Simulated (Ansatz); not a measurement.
MgTePb2S6, a known structure type with other elements, at an estimated volume

```
S Pb Te Mg
1.0
     0.00000    4.58266    4.58266
     4.58266    0.00000    4.58266
     4.58266    4.58266    0.00000
S Pb Te Mg
6 2 1 1
Direct
  0.73920 0.26080 0.26080
  0.26080 0.73920 0.26080
  0.26080 0.73920 0.73920
  0.73920 0.26080 0.73920
  0.26080 0.26080 0.73920
  0.73920 0.73920 0.26080
  0.25000 0.25000 0.25000
  0.75000 0.75000 0.75000
  0.50000 0.50000 0.50000
  0.00000 0.00000 0.00000
```

Level: r2SCAN, no spin polarisation; 500 eV; 5×5×5 Γ-centred mesh; tetrahedron occupations; Ansatz 0.2.0, fixed geometry.

Q: Where is the largest force?

A: The largest is on S6 (and as large on other atoms): 4.31 eV/Å, components (0.00, 0.00, 4.31). It makes 180° with the line to a nearest neighbour, Te9 at 2.19 Å, pointing away from it.

Q: What is the formation energy?

A: 0.18 eV an atom against the elements' usual phases (free molecules for gases, crystals otherwise, with no correction for O₂ or N₂), so at this geometry it isn't bound against them. Relaxing would lower it.

Q: How is the charge shared?

A: Bader charges in e: Mg +1.70, Te +2.37, Pb +1.24, S -1.09. In the mean Te gives up most and S takes most.

Q: Is there a gap?

A: It is a metal on this mesh, though the bands barely overlap, with about 0.91 states/eV a cell as the mean within 0.25 eV of the Fermi level, mostly S p (95 %).

Origin: a known structure type with other elements, at an estimated volume, so it need not be a known compound. Caveats: empty levels are not fully converged; atoms or cell far from equilibrium; forces and stress under tetrahedra may miss the slope of the energy.
